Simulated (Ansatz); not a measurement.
# Notes on PbS

```
CELL_PARAMETERS angstrom
0.00000 2.98646 2.98646
2.98646 0.00000 2.98646
2.98646 2.98646 0.00000
ATOMIC_POSITIONS crystal
Pb 0.00000 0.00000 0.00000
S 0.50000 0.50000 0.50000
```

Level: LDA, no spin polarisation; 420 eV; 8×8×8 Γ-centred mesh; fermi-dirac occupations (width 0.0174 eV); Ansatz 0.2.0, fixed geometry.

Q: What is the character of the valence top and the conduction bottom?

A: Within 0.7 eV of the edges, the states project mainly on S p (65 %) and Pb s (20 %) below the gap and on Pb p (65 %), S s (16 %) and S p (13 %) above it.

Q: Metal or insulator? Give the gap.

A: The gap is 0.30 eV, direct at the points sampled.

Q: Describe some of the short contacts.

A: Pb–S at 2.99 Å: least valence density 0.22 e/Å³ and ELF 0.25 there. Both are smooth PAW fields, read partly inside the augmentation spheres.

Q: Give the Bader charges.

A: Bader charges in e: Pb +0.94, S -0.94. In the mean Pb gives up most and S takes most.

Q: Is it stable against the elements?

A: -0.54 eV an atom against the elements' usual phases (free molecules for gases, crystals otherwise, with no correction for O₂ or N₂), so it is bound against them; other compounds may still compete. Relaxing would lower it.

Origin: a database entry at a rescaled volume. Caveats: no spin-orbit coupling, which can shift this gap by tenths of an eV.

Cost: 17 s on 1 thread of Arm Neoverse N1, on a shared host, peak memory 0.34 GiB (start from a saved density). The time holds forces, stress, Bader, DOS, bands, ELF.
